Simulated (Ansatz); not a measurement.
# AgO: zone-centre modes under pressure

AgO, F-43m, a = 4.888 Å. The structure is a COD entry; whether it is the stable form wasn't checked. Ansatz: LDA, PAW, 420 eV, Γ-centred 16×16×16 mesh on 2 atoms, Fermi-Dirac smearing 0.15 eV; no spin polarisation. Cell and atoms are relaxed at each pressure with the symmetry kept; optical modes at Γ by linear response, in cm⁻¹, the highest.

| P (GPa) | V (Å³/atom) | ω1 |
| --- | --- | --- |
| 0 | 14.599 | 254.6 |
| 2 | 14.373 | ? |
| 6 | 13.976 | 288.4 |

Q: Get the mode's Grüneisen parameter γ = −d ln ω/d ln V from the other rows and predict the missing frequency.

A: ln(V/V0) = 0.0000, -0.0156, -0.0436; a line through ln(ω/ω0) of the 2 known rows gives ω1: γ = 2.859, predicted 266.2, computed 266.6. The miss is 0.1 %, or 3 % of the shift under pressure, so a constant γ serves at that level. In a metal these frequencies hang on the mesh and smearing.

Spin polarisation was left out, and a magnetic state may lie lower.